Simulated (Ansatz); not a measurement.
A distorted cell of SiO2 (space group P6_222):

```
SiO2
1.0
    5.05448     0.00000     0.00000
   -2.52724     4.37731     0.00000
    0.00000     0.00000     5.53096
Si O
3 6
Cartesian
 -1.26362   2.18865   3.68731
  2.52724   0.00000   0.00000
  1.26362   2.18865   1.84365
  2.52724   2.57003   2.76548
 -0.96209   3.47367   4.60913
  1.56515   0.90364   0.92183
  0.00000   1.80728   2.76548
  3.48933   0.90364   4.60913
  0.96209   3.47367   0.92183
```

Level of theory: PBEsol (plane waves to 420 eV, PAW, scalar-relativistic; Ansatz, a first-principles code). k mesh 8×8×6 (Γ-centred), Fermi-Dirac smearing 0.05 eV. The energy includes the smearing's −TS. Compression counts positive. SiO2 was relaxed with its symmetry unable to fall.

**Question.** Give the stress tensor in GPa and the pressure.

**Answer.** 
```
   2.02     0.00     0.00
   0.00     2.02     0.00
   0.00     0.00     2.19
```
The pressure, a third of the trace, is 2.08 GPa.

**Question.** It is the relaxed cell scaled evenly to V/V₀ = 0.985, atoms relaxed where free. What is its energy relative to the relaxed cell?

**Answer.** 1.3 meV/atom.

(Under strain, the slope of the energy per volume gives the stress and its curvature an elastic modulus.)
